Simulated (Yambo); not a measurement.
G0W0@PBEsol for RbO (space group Immm, No. 71) in Yambo. Reference settings: 4×4×4 Γ-centred k mesh, 126 bands and a 7 Ry block in the screening, 126 bands in G with the Bruneval-Gonze terminator, plasmon pole fitted at 27.2 eV. The PBEsol gap Γ → Γ on this mesh is 1.96 eV; G0W0 gaps are taken between the same points.

Gap (Γ → Γ) in eV against the number of bands and the screening block, terminator on:

```tsv
bands (W and G)	2 Ry	3 Ry	4 Ry	6 Ry	7 Ry
31	4.435	4.337	4.153	4.114	4.129
48	4.099	4.024	3.875	3.861	3.882
70	3.997	3.924	3.800	3.807	3.831
98	3.957	3.879	3.771	3.795	3.822
126	3.946	3.865	3.762	3.798	3.827
```

At the largest block the last step in bands moves the gap by 0.005 eV; at the most bands the last step in the block moves it by 0.029 eV.

The mesh misses a band edge: along a dense path the PBEsol gap is 1.81 eV against 1.96 eV on the mesh.

Geometry relaxed with PBEsol; primitive cell a = 5.039 Å, b = 5.039 Å, c = 5.039 Å, α = 131.28°, β = 107.93°, γ = 91.86°.
